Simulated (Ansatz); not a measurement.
Rb$_{2}$SrSe$_{6}$: single run (Ansatz)

input.yaml:

```yaml
crystal:
  lattice:
    - [7.208391, 0.0, 0.0]
    - [-3.604196, 6.24265, 0.0]
    - [0.0, 0.0, 5.658364]
  atoms:
    - { symbol: Sr, position: [0.0, 0.0, 0.0] }
    - { symbol: Se, position: [0.167, 0.833, 0.206] }
    - { symbol: Se, position: [0.167, 0.334, 0.206] }
    - { symbol: Se, position: [0.666, 0.833, 0.206] }
    - { symbol: Se, position: [0.833, 0.167, 0.794] }
    - { symbol: Se, position: [0.334, 0.167, 0.794] }
    - { symbol: Se, position: [0.833, 0.666, 0.794] }
    - { symbol: Rb, position: [0.3333, 0.6667, 0.691] }
    - { symbol: Rb, position: [0.6667, 0.3333, 0.309] }
  symmetry: { tolerance: 0.0003 }
kpoints:
  mp_grid: { grid: [3, 3, 3], shift: [0, 0, 0] }
magnetization:
  spin_polarized: false
scf:
  occupations: { method: fermi_dirac }
  convergence: { dr2_threshold: 1.0e-09 }
hamiltonian:
  pseudopotentials: { kind: paw }
  xc: pbe
basis:
  ecutwfc: 420
output:
  forces: true
  stress: true
  eigenvalues: true
```

Run with:

```bash
ansatz run input.yaml --threads 1 --pin off --max-ram 2560MiB --backend cpu --events-out ev --progress --plain --runs-dir out
```

Origin of the cell: a known structure type with other elements, at an estimated volume, so it need not be a known compound.

The smearing width isn't typed, so it takes its default of 0.1 eV.

Output (shortened):

```
Warning: the atoms were moved onto the symmetric positions of the space group found under crystal.symmetry.tolerance 3.0e-4 (fractional; no operation is sought that the atoms, as they stand i […]
Warning: output.stress: scf.convergence.dr2_threshold = 1e-9 eV is looser than the 9e-10 eV advised for a printed stress (1e-10 eV for each atom of the cell: 9). What an SCF threshold leaves […]
Pseudopotentials: kind: paw
Pseudopotential: Sr, paw, valence charge 10, recommended cutoff 420 eV (normal), Sr.paw.azcp
Pseudopotential: Se, paw, valence charge 16, recommended cutoff 420 eV (normal), Se.paw.azcp
Pseudopotential: Rb, paw, valence charge 9, recommended cutoff 420 eV (normal), Rb.paw.azcp
Functional definition: PBE
  exchange = pbe_x(kappa = kappa, mu = beta*pi^2/3)
  correlation = pbe_c(beta = beta)
Crystal: 9 atoms, lattice volume = 254.623 Å³
Basis set: ecut = 420 eV, 4963 PW (Γ), exchange–correlation on 100×100×80 points (8 copies of the dense FFT grid, shifted against one another)
Bands: 75, of which v1, the nominal top of the filled ones, is band 62 counted from 1 (61 counted from 0)
[… 9 lines left out …]
Initial density: superposition of atomic densities (neutral atoms: chi_scale 0, normalization atom), corrected by the library's trained network
Functional: x = pbe(κ = 0.804, μ = 0.219515), c = pbe(β = 0.066725)
SCF iter   1: F=—  HF=-42889.001381 eV  Δρ=2.94e-3  dr2=2.80e-2  defer=14
SCF iter   2: F=—  HF=-42889.002427 eV  Δρ=1.89e-3  dr2=1.59e-2  defer=24
SCF iter   3: F=—  HF=-42888.998411 eV  Δρ=2.90e-4  dr2=2.34e-4  defer=24
SCF iter   4: F=—  HF=-42888.998517 eV  Δρ=8.50e-5  dr2=3.79e-5  defer=24
SCF iter   5: F=—  HF=-42888.998510 eV  Δρ=2.29e-5  dr2=1.07e-6  defer=24
SCF iter   6: F=—  HF=-42888.998417 eV  Δρ=6.83e-6  dr2=1.76e-7  defer=24
SCF iter   7: F=—  HF=-42888.998417 eV  Δρ=1.66e-6  dr2=1.00e-8  defer=24
SCF iter   8: F=-42888.998417 eV  HF=-42888.998417 eV  Δρ=3.68e-7  dr2=4.97e-10
SCF 1 converged in 8 iterations: F = -42888.998417 eV  dr2 = 4.97e-10
SCF converged after 8 iterations
Free energy (F): -42888.998417 eV
Harris-Foulkes:  -42888.998417 eV  (|F-HF|=1.31e-10)
Internal energy: -42888.703218 eV  (E = F + TS)
E sigma→0 (E₀):  -42888.850817 eV
Entropy (-TS):   -0.295199 eV (-32.800 meV/atom)
Fermi energy:    6.610349 eV
--- Per-component energies (eV) ---
  E_band       = -2595.749031
  E_kinetic    = 1366.534946
  E_local      = -18049.036982  (includes V_loc(G=0)·N_el)
  E_nonlocal   = -3023.751382
  E_hartree    = 8471.680331
  E_xc         = -1066.481165
  E_vxc        = -1033.782693  (∫ρ·V_xc dr)
  E_paw        = -19397.489974  (= ΣΔE_a)
  E_vpaw       = 1200.929562  (= ΣTr[D̂ρ^β])
  E_aug_tail   = -0.003506  (compensation charges beyond the density's cutoff)
  E_ewald      = -11190.155485
  E_smearing   = -0.295199  (= −TS)
  Σ components = -42888.998417   (vs F -42888.998417, Δ=0.00e0)
--- Forces (eV/Å), atoms counted from 1 ---
  atom   1  Sr     0.000000    -0.000000     0.000000
  atom   2  Se     3.536164    -2.041605     2.198220
  atom   3  Se    -0.000000     4.083210     2.198220
  atom   4  Se    -3.536164    -2.041605     2.198220
  atom   5  Se    -3.536164     2.041605    -2.198220
  atom   6  Se     3.536164     2.041605    -2.198220
  atom   7  Se     0.000000    -4.083210    -2.198220
  atom   8  Rb     0.000000    -0.000000     0.253729
  atom   9  Rb    -0.000000     0.000000    -0.253729
  max |Σ_I F_I| component: 8.88e-16 eV/Å
--- Stress (GPa, compression-positive) ---
       14.759807       0.000000       0.000000
       -0.000000      14.759807       0.000000
        0.000000       0.000000      10.502545
  P = ⅓ Tr σ = 13.3407 GPa (133.407 kbar)
```

Caveats: the SCF threshold is looser than advised for a stress; the k mesh is coarse if the cell is a metal.

It ran for 9.8 s on 1 thread of Arm Neoverse V1 (shared host), peak memory 0.52 GiB, from the program's own first density.
